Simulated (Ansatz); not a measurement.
Al3GaN4:
```
CELL_PARAMETERS angstrom
      4.40699     0.00000     0.00000
      0.00000     4.40699     0.00000
      0.00000     0.00000     4.40699
ATOMIC_POSITIONS crystal
  Al 0.50000 0.50000 0.00000
  Al 0.00000 0.50000 0.50000
  Al 0.50000 0.00000 0.50000
  Ga 0.00000 0.00000 0.00000
  N  0.74471 0.74471 0.25529
  N  0.74471 0.25529 0.74471
  N  0.25529 0.25529 0.25529
  N  0.25529 0.74471 0.74471
```

Tensor components refer to the Cartesian frame of this cell.

Problem. Give the high-frequency dielectric tensor and the Born effective charge tensors of the independent atoms from DFPT, PBEsol (plane waves, PAW; program Ansatz).

Solution. 
ε∞:
```
4.93  0.00  0.00
0.00  4.93  0.00
0.00  0.00  4.93
```
Z* of atom 1 (Al), rows: field, columns: displacement, in e:
```
2.64  0.00  0.00
0.00  2.64  0.00
0.00  0.00  2.43
```
Z* of atom 4 (Ga), rows: field, columns: displacement, in e:
```
2.53  0.00  0.00
0.00  2.53  0.00
0.00  0.00  2.53
```
Z* of atom 5 (N), rows: field, columns: displacement, in e:
```
-2.56  -0.06   0.06
-0.06  -2.56   0.06
 0.06   0.06  -2.56
```

Space group P-43m. The first step of the workflow began from a Materials Project structure, measured or hypothetical; the Crystallography Open Database copy checked does not list it. With Al and Ga taken as one species the cell has the higher symmetry F-43m, so it may be an ordered model of a mixed-site phase. Its standing as an ambient phase is unchecked. Symmetry was held in the PBEsol relaxation; its stability against distortions is not shown here. Spin–orbit coupling is left out wherever it is not named.

Potentials: the later of the program's two PAW sets.
